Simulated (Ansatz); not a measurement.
TiO₂ (anatase, space group No. 141) under volume change, the program Ansatz at the HSE06 level (PAW), shape and atoms relaxed at each volume.

```csv
V (Å³/atom),E − E(relaxed) (meV/atom),P (GPa)
10.623,27.5,13.45
10.962,6.7,6.42
11.301,0.0,0.00
11.640,6.1,-5.72
11.979,23.7,-10.75
```

Q: What does a third-order Birch–Murnaghan fit give for V₀, B₀ and B′?

A: V₀ = 11.30 Å³/atom, B₀ = 200 GPa, B′ = 2.7.

Space group I4_1/amd (anatase). The HSE06 relaxation kept the symmetry of its start. No spin polarisation was allowed.

Potentials: the earlier of the program's two PAW sets. The files were generated under PBE; for other functionals the program regenerates the frozen cores, and for LDA and PBEsol the local potential too.
